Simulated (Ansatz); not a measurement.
Ir (fcc (Cu type), space group No. 225) at seven volumes, the program Ansatz at the LDA level (PAW), scaled uniformly. One row is withheld.

```
V (Å³/atom)  P (GPa)
-----------  -------
12.592         48.34
13.007         29.27
13.422         13.33
13.837          0.00
14.252        -11.13
14.667        -20.40
15.082             ?
```

### Question
Fit the shown pressures and predict the withheld one.

### Answer
P = (3/2)B₀(x^(7/2) − x^(5/2))[1 + (3/4)(B′ − 4)(x − 1)] with x = (V₀/V)^(2/3). Least squares on the six rows gives V₀ = 13.837 Å³/atom, B₀ = 405 GPa, B′ = 4.98. At V = 15.082, x = 0.9442 and P = -28.17 GPa. The run itself gave -28.10 GPa.

Space group Fm-3m (fcc (Cu type)). Symmetry was held in the LDA relaxation. The run is not spin-polarised. Spin–orbit coupling is left out wherever it is not named.

Potentials: the later of the program's two PAW sets.
